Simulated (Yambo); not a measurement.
Optical response of BN

```
BN
1.0
    2.50536     0.00000     0.00000
   -1.25268     2.16970     0.00000
    0.00000     0.00000     6.61027
B N
2 2
Direct
  0.33333   0.66667   0.25000
  0.66667   0.33333   0.75000
  0.33333   0.66667   0.75000
  0.66667   0.33333   0.25000
```

Yambo, RPA with local fields on PBE bands; 18×18×6 mesh, 31 bands, 4 Ry local-field block, 0.2 eV broadening; field along z.

```csv
E (eV),Im ε,Re ε,"Im ε, independent particles"
0.0,0.00,2.55,0.00
0.4,0.00,2.56,0.00
0.8,0.01,2.56,0.01
1.1,0.01,2.58,0.01
1.5,0.01,2.59,0.01
1.9,0.01,2.62,0.02
2.2,0.02,2.65,0.02
2.6,0.03,2.69,0.03
3.0,0.03,2.74,0.04
3.4,0.05,2.82,0.05
3.8,0.07,2.92,0.08
4.1,0.13,3.09,0.14
4.5,0.36,3.38,0.38
4.9,0.99,3.20,1.03
5.2,1.08,2.74,1.13
5.6,0.97,2.51,1.03
6.0,0.79,2.51,0.85
6.4,0.69,2.42,0.74
6.8,0.53,2.51,0.59
7.1,0.47,2.57,0.53
7.5,0.46,2.77,0.53
7.9,0.40,2.86,0.49
8.2,0.41,3.12,0.52
8.6,0.51,3.47,0.68
9.0,0.68,3.91,0.98
9.4,1.39,4.66,2.18
9.8,2.84,4.83,4.60
10.1,4.99,2.99,6.93
10.5,3.34,1.43,4.36
10.9,3.01,1.50,4.19
11.2,3.12,0.86,4.23
11.6,2.00,0.43,2.93
12.0,1.86,0.76,2.67
12.4,1.39,0.66,2.02
12.8,1.22,1.08,2.46
13.1,1.27,1.14,4.03
13.5,1.21,1.28,4.79
13.9,1.39,1.33,4.10
14.2,1.36,1.39,3.06
14.6,1.47,1.62,2.17
15.0,2.30,1.65,1.39
15.4,2.19,0.41,1.02
15.8,1.68,0.17,0.92
16.1,1.17,0.16,0.78
16.5,0.93,0.39,0.77
16.9,0.70,0.52,0.66
17.2,0.64,0.75,0.73
17.6,0.62,0.94,0.82
18.0,0.72,1.15,1.14
18.4,1.02,1.21,1.34
18.8,1.09,0.96,1.17
19.1,1.10,0.93,1.23
19.5,1.02,0.88,1.15
19.9,1.11,0.80,1.20
```

Peak heights and small wiggles depend on the k mesh. Convergence of the RPA response with its 18×18×6 mesh was not tested. No excitonic effects at this level.

Geometry relaxed with PBE+D3(BJ).
